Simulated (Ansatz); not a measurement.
TiO2 (rutile)

```cif
data_O4Ti2
_chemical_formula_sum 'Ti2 O4'
_space_group_name_H-M_alt 'P 1'
_space_group_IT_number 1
_cell_length_a 4.59734
_cell_length_b 4.59734
_cell_length_c 2.95429
_cell_angle_alpha 90.000
_cell_angle_beta 90.000
_cell_angle_gamma 90.000
loop_
_space_group_symop_operation_xyz
  'x, y, z'
loop_
_atom_site_label
_atom_site_type_symbol
_atom_site_fract_x
_atom_site_fract_y
_atom_site_fract_z
_atom_site_occupancy
Ti1 Ti 0.00000 0.00000 0.00000 1
Ti2 Ti 0.50000 0.50000 0.50000 1
O1 O 0.30461 0.30461 0.00000 1
O2 O 0.80461 0.19539 0.50000 1
O3 O 0.19539 0.80461 0.50000 1
O4 O 0.69539 0.69539 0.00000 1
```

Equation-of-state scan: isotropic scaling of the cell above, V₀ being its volume. The atoms relax within the cell's symmetry.

All values below come from r2SCAN (plane waves to 500 eV, PAW, scalar-relativistic; Ansatz, a first-principles code). k mesh 7×7×11 (Γ-centred), Fermi-Dirac smearing 0.05 eV. Energies are smeared free energies. Compression counts positive. The PAW data are Ansatz's earlier set. TiO2 is run without spin polarisation. TiO2 was relaxed with its symmetry unable to fall. The zero of ΔE is the relaxed starting cell.

| V (Å³/atom) | ΔE (eV/atom) | P (GPa) |
|---|---|---|
| 8.742 | 0.2729 | 61.3 |
| 9.019 | 0.1793 | 47.1 |
| 9.297 | 0.1087 | 34.8 |
| 9.574 | 0.0580 | 24.1 |
| 9.852 | (withheld) | 14.9 |
| 10.129 | 0.0058 | 6.9 |
| 10.407 | 0.0000 | 0.0 |
| 10.684 | 0.0053 | -5.9 |
| 10.962 | 0.0201 | -11.0 |
| 11.239 | (withheld) | (withheld) |
| 11.517 | 0.0731 | -19.1 |
| 11.794 | 0.1091 | -22.3 |
| 12.072 | 0.1501 | -25.0 |

Task: What belongs in the gaps?

Result: 
- 9.852, ΔE (eV/atom): 0.0245
- 11.239, ΔE (eV/atom): 0.0431
- 11.239, P (GPa): -15.4

(A scan under strain: stresses follow from slopes of the energy per volume, elastic moduli from its curvatures.)
